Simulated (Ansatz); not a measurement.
This run works on a generated trial structure, not on a known crystal.

Input and command of a plane-wave DFT calculation in Ansatz:

```yaml
crystal:
  lattice:
    - [4.86575657, 0.0, 0.0]
    - [0.0, 4.86575657, 0.0]
    - [0.0, 0.0, 4.86575657]
  atoms:
    - { symbol: Mn, position: [0.5, 0.5, 0.5], spin: 4.0 }
    - { symbol: Te, position: [0.0, 0.0, 0.0] }
    - { symbol: P, position: [0.0, 0.5, 0.5] }
    - { symbol: P, position: [0.5, 0.0, 0.5] }
    - { symbol: P, position: [0.5, 0.5, 0.0] }
basis:
  ecutwfc: 420
kpoints:
  mp_grid: { grid: [4, 4, 4] }
hamiltonian:
  xc: pbe
scf:
  occupations: { method: gaussian, width: 0.1 }
  lower_state_search: "off"
output:
  forces: true
  stress: true
  eigenvalues: true
  populations: true
magnetization:
  spin_polarized: true
relax:
  adjacent_minimum: "off"
  f_tol: 0.04
  max_steps: 70
  cell: { stress_tol: 0.4 }
```

```bash
ansatz run input.yaml --threads 1 --pin off --max-ram 2048MiB --backend cpu --events-out ev --progress --plain --runs-dir out
```

Processor: Arm Neoverse V2, 1 thread, on a host shared with other jobs.

Problem. Estimate time, memory and problem size.

Solution. About 88 s, peak memory 0.56 GiB. It solves 30 bands at 10 k points (after reduction by symmetry) with about 1743 plane waves (on the last cell), in 117 SCF iterations over 6 ionic steps.
